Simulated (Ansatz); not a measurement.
## SiSb2S4Br, a known structure type with other elements, at an estimated volume

```xyz
16
Lattice="0.0000 3.7613 0.0000 9.8126 -1.8806 0.0000 -4.2918 1.8806 -9.9067" Properties=species:S:1:pos:R:3 pbc="T T T"
Si   -0.8104    1.8806   -4.2973
Si    6.3312    1.8806   -5.6094
Sb    2.1118    0.0000   -2.1488
Sb    3.4090    3.7613   -7.7579
Sb   -0.8051    3.7613   -8.9461
Sb    6.3259    0.0000   -0.9606
S    -2.0477    1.8806   -6.4572
S     7.5685    1.8806   -3.4495
S     1.2524    1.8806   -8.6040
S     4.2683    1.8806   -1.3027
S    -2.4402    1.8806   -9.6620
S     7.9609    1.8806   -0.2447
S     0.4532    1.8806   -2.1022
S     5.0676    1.8806   -7.8045
Br    0.9114    3.7613   -5.2973
Br    4.6093    0.0000   -4.6094
```

The numbers come from plane-wave PAW DFT (Ansatz): LDA, no spin polarisation, 420 eV, 5×5×5 Γ-centred k points, fermi-dirac occupations (width 0.0681 eV). Nothing was relaxed.

(1) Describe some of the short contacts.

(2) Is it stable against the elements?

(3) Is there a gap?

(4) Which atom feels the largest force, and which way?

Origin: a known structure type with other elements, at an estimated volume, so it need not be a known compound. Caveats: many states at the Fermi level without spin polarisation, so a magnetic state may lie lower; the k mesh is coarse if the cell is a metal.

Answers

(1) Sb–S at 2.39 Å: least valence density 0.63 e/Å³ and ELF 0.52 there. These are pseudo-fields; inside the PAW spheres they differ from the all-electron ones.

(2) -0.29 eV an atom against the elements' usual phases (free molecules for gases, crystals otherwise, with no correction for O₂ or N₂), so it is bound against them; other compounds may still compete. Relaxing would lower it.

(3) It is a metal, with about 7.2 states/eV a cell as the mean within 0.25 eV of the Fermi level, mostly S p (43 %), Si s (28 %) and Br p (13 %).

(4) The largest is on S7 (and as large on other atoms): 1.21 eV/Å, components (-0.66, 0.00, 1.02). It makes 63° with the line to a nearest neighbour, Si1 at 2.49 Å.
